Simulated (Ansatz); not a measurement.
Property card for BeZn3Se4

Level of theory: DFT PBE, scalar-relativistic, plane waves, PAW (Ansatz 0.2.0).

Plane waves to 420 eV, a k mesh through Γ of 12×12×2 on the computed 8-atom cell and Gaussian smearing (0.02 eV); no spin polarisation.

The structure is relaxed at this level of theory with its symmetry kept, and needn't be the ground state of this composition.

```cif
data_structure
_symmetry_space_group_name_H-M 'P 1'
_symmetry_Int_Tables_number 1
_cell_length_a 3.9487
_cell_length_b 3.9487
_cell_length_c 13.0380
_cell_angle_alpha 90.000
_cell_angle_beta 90.000
_cell_angle_gamma 120.000
_cell_volume 176.06
loop_
_atom_site_label
_atom_site_type_symbol
_atom_site_fract_x
_atom_site_fract_y
_atom_site_fract_z
_atom_site_occupancy
Be1 Be 0.33333 0.66667 0.00121 1
Zn1 Zn 0.33333 0.66667 0.50085 1
Zn2 Zn 0.66667 0.33333 0.24255 1
Zn3 Zn 0.66667 0.33333 0.75972 1
Se1 Se 0.33333 0.66667 0.17339 1
Se2 Se 0.33333 0.66667 0.69039 1
Se3 Se 0.66667 0.33333 0.43194 1
Se4 Se 0.66667 0.33333 0.94994 1
```

| Quantity | Value |
| --- | --- |
| Space group | P3m1 (No. 156) |
| Volume per atom | 22.01 Å³ |
| Formation energy from the elements' standard states (uncorrected) | -0.694 eV/atom |
| Kohn–Sham band gap | 1.59 eV |
| Orbital (Löwdin) character of the top 1 eV of the valence band | Se 4p 90 % |
| Orbital (Löwdin) character of the lowest 1 eV of the conduction band | Zn 4s 47 %, Se 4p 19 %, Se 4s 14 %, unprojected 17 % |
| Bulk modulus | 60 GPa |
| Its pressure derivative | 4.3 |
| Bader charge by site (e) | Be (1 in the cell) 1.56, Zn (1 in the cell) 0.75, Zn (1 in the cell) 0.75, Zn (1 in the cell) 0.74, Se (1 in the cell) -0.97, Se (1 in the cell) -0.75, Se (1 in the cell) -0.75, Se (1 in the cell) -1.33 |

The cell was found from a structure generator's guess, not taken from experiment. Kohn–Sham gaps at this level usually fall short of measured ones. Löwdin shares on free-atom orbitals overweight diffuse shells in the empty bands.
